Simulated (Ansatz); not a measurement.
PdCl$_{2}$:
```
CELL_PARAMETERS angstrom
      5.31982     0.00000     0.00000
      0.00000     3.80060     0.00000
     -1.88088     0.00000     6.05906
ATOMIC_POSITIONS crystal
  Pd 0.00000 0.00000 0.50000
  Pd 0.00000 0.50000 0.00000
  Cl 0.26069 0.25528 0.31702
  Cl 0.73931 0.74472 0.68298
  Cl 0.73931 0.75528 0.18298
  Cl 0.26069 0.24472 0.81702
```

Tensor components refer to the Cartesian frame of this cell.

Task: Give the high-frequency dielectric tensor and the Born effective charge tensors of the independent atoms from DFPT, LDA (plane waves, PAW; program Ansatz).

Result: 
ε∞:
```
 6.00   0.00  -1.51
 0.00   6.28   0.00
-1.51   0.00   9.78
```
Z* of atom 1 (Pd), rows: field, columns: displacement, in e:
```
 0.42   0.37  -0.28
 0.33   0.64   0.17
-0.28   0.08   1.11
```
Z* of atom 3 (Cl), rows: field, columns: displacement, in e:
```
-0.21  -0.05   0.14
-0.07  -0.32   0.45
 0.14   0.35  -0.55
```

Static charges for comparison (Bader): Pd1 +0.58, Cl3 -0.29 e. Born charges measure polarisation by displacement and can exceed these by far.

Space group P2_1/c. The first step of the workflow began from a Materials Project structure, measured or hypothetical; the Crystallography Open Database copy checked does not list it. COD files the formula under space group No. 58, so this cell is another polymorph or a model. Its standing as an ambient phase is unchecked. The LDA relaxation kept the symmetry of its start; its stability against distortions is not shown here. The run is not spin-polarised. A crystal of weakly bound layers computed without a dispersion correction: the cell and the soft elastic constants depend strongly on that. Spin–orbit coupling is left out wherever it is not named.

Potentials: the later of the program's two PAW sets.
